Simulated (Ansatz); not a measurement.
Input:

GaAs in space group Pm-3n (No. 223; Ga on 6c, As on 6d), a = b = c = 6.988 Å, α = β = γ = 90.00°.

This is the r²SCAN-relaxed structure.

### Question
All from r²SCAN (plane waves, PAW; program Ansatz), unless another level is named. Estimate the HSE06 gap on the r²SCAN cell.

### Answer
1.20 eV.

### Question
Next, the hole effective mass, band 1 of 3 at the edge?

### Answer
1.6 along [100], 1.6 along [110], 0.41 along [111] (mₑ).

### Question
Predict the electron effective mass.

### Answer
0.048 mₑ (isotropic).

### Question
What about the electron effective mass with spin–orbit coupling?

### Answer
0.047 mₑ (isotropic).

### Question
And the weight of the conduction-edge state by species (Voronoi cells)?

### Answer
Ga 59 %, As 41 %.

The start of the workflow was typed in or built on a structure type; neither database checked (COD, Materials Project) lists it. It is not the phase usual at ambient conditions (space group No. 216). The cell was relaxed with r²SCAN under the symmetry of its start; its stability against distortions is not shown here. The volume moved by 22 % from the start of the relaxation. Scalar-relativistic: spin–orbit coupling is off unless named, which matters more the heavier the elements.

Potentials: the later of the program's two PAW sets.
